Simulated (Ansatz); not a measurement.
BAs:
```xyz
8
Lattice="5.8371 0.0000 0.0000 0.0000 5.8371 0.0000 0.0000 0.0000 3.3620" Properties=species:S:1:pos:R:3 pbc="T T T"
B      1.8837     3.9534     0.0000
B      3.9534     1.8837     0.0000
B      4.8023     4.8023     1.6810
B      1.0349     1.0349     1.6810
As     1.8586     1.8586     0.0000
As     3.9785     3.9785     0.0000
As     1.0600     4.7772     1.6810
As     4.7772     1.0600     1.6810
```

Relaxed with PBEsol.

Q: Give the optical modes at the zone centre with their infrared activity from DFPT, PBEsol (plane waves, PAW; program Ansatz).

A: Transverse frequencies, without the LO–TO term; a row sums one degenerate level.

| ω (cm⁻¹) | degeneracy | IR ((D/Å)²/amu) | activity | symmetry |
|---|---|---|---|---|
| 50 | 1 | 0.00 | IR-inactive | B1g |
| 119 | 2 | 0.00 | IR-inactive | Eg |
| 185 | 1 | 0.00 | IR-inactive | B1u |
| 220 | 1 | 0.00 | IR-inactive | A1g |
| 249 | 1 | 0.00 | IR-inactive | A2g |
| 269 | 2 | 0.01 | IR-inactive | Eu |
| 310 | 1 | 0.00 | IR-inactive | B2g |
| 566 | 1 | 0.00 | IR-inactive | B1g |
| 583 | 2 | 2.80 | IR | Eu |
| 591 | 1 | 0.00 | IR-inactive | A2g |
| 649 | 1 | 0.00 | IR-inactive | B1u |
| 680 | 2 | 0.00 | IR-inactive | Eg |
| 688 | 2 | 0.78 | IR | Eu |
| 721 | 1 | 0.00 | IR-inactive | B2g |
| 725 | 1 | 2.20 | IR | A2u |
| 754 | 1 | 0.00 | IR-inactive | A1g |

Q: How high does the top mode go among those that the LO–TO term moves?

A: 585 cm⁻¹ for q along x, 585 cm⁻¹ for q along y, 728 cm⁻¹ for q along z.

Space group P4_2/mnm. The start of the workflow was typed in or built on a structure type; neither database checked (COD, Materials Project) lists it. It is not the phase usual at ambient conditions (space group No. 216). Symmetry was held in the PBEsol relaxation; phonons on a q-mesh show no instability.

Potentials: the later of the program's two PAW sets.
